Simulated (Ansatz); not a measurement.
Consider the following.

SrGeO₃:
```cif
data_Ge3O9Sr3
_chemical_formula_sum 'Sr3 Ge3 O9'
_space_group_name_H-M_alt 'P-62m'
_space_group_IT_number 189
_space_group_name_Hall 'P -6 -2'
_cell_length_a 6.90434
_cell_length_b 6.90434
_cell_length_c 5.72042
_cell_angle_alpha 90.000
_cell_angle_beta 90.000
_cell_angle_gamma 120.000
loop_
_atom_site_label
_atom_site_type_symbol
_atom_site_symmetry_multiplicity
_atom_site_Wyckoff_symbol
_atom_site_fract_x
_atom_site_fract_y
_atom_site_fract_z
_atom_site_occupancy
Sr1 Sr 3 g 0.66504 0.66504 0.50000 1
Ge1 Ge 3 f 0.27158 0.27158 0.00000 1
O1 O 3 f 0.00000 0.24802 0.00000 1
O2 O 6 i 0.36284 0.36284 0.28115 1
```

This is the PBEsol-relaxed structure.

Task: All from PBEsol (plane waves, PAW; program Ansatz), unless another level is named. Give the bulk modulus (Birch–Murnaghan fit).

Result: 54.6 GPa.

Task: Give the highest zone-centre frequency (without LO–TO term).

Result: 833 cm⁻¹.

The first step of the workflow began from a Materials Project structure, measured or hypothetical; the Crystallography Open Database copy checked does not list it. COD files the formula under space group No. 2, 15. Whether it is the stable phase at ambient conditions was not checked. The PBEsol relaxation kept the symmetry of its start. At this level the phase is dynamically unstable (imaginary phonons).

Potentials: the later of the program's two PAW sets.
